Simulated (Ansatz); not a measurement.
LaTiO3 (cubic perovskite)

Space group Pm-3m (No. 221); a = 3.9057 Å, b = 3.9057 Å, c = 3.9057 Å, α = 90.00°, β = 90.00°, γ = 90.00°

```
atom  site  symmetry       x       y       z
----  ----  --------  ------  ------  ------
La      1a      m-3m  0.0000  0.0000  0.0000
Ti      1b      m-3m  0.5000  0.5000  0.5000
O       3c    4/mm.m  0.0000  0.5000  0.5000
```

Equation-of-state scan: isotropic scaling of the cell above, V₀ being its volume. Symmetry pins the atoms to their sites.

Level of theory: PBEsol (plane waves to 420 eV, PAW, scalar-relativistic; Ansatz, an electronic-structure program). k mesh 12×12×12 (Γ-centred), Fermi-Dirac smearing 0.05 eV. E stands for the smeared free energy. Compression counts positive. LaTiO3 is run without spin polarisation and with no Hubbard U. LaTiO3 was relaxed with its symmetry unable to fall. This is one of several known forms of LaTiO3; the measured ambient cells at hand have space group No. 62. ΔE is measured from the relaxed starting cell.

| a (Å) | ΔE (meV/atom) | P (GPa) |
|---|---|---|
| 3.6852 | (withheld) | 51.3 |
| 3.7427 | 135 | 34.0 |
| 3.7986 | 55 | 20.1 |
| 3.8529 | 13 | 9.0 |
| 3.9057 | 0 | 0.0 |
| 3.9571 | 11 | (withheld) |
| 4.0072 | (withheld) | -13.0 |
| 4.0560 | 87 | -17.7 |
| 4.1038 | 146 | -21.4 |

Task: Some entries are withheld; supply them.

Result: 
- 3.6852, ΔE (meV/atom): 261
- 3.9571, P (GPa): -7.2
- 4.0072, ΔE (meV/atom): 42

(A scan under strain: stresses follow from slopes of the energy per volume, elastic moduli from its curvatures.)
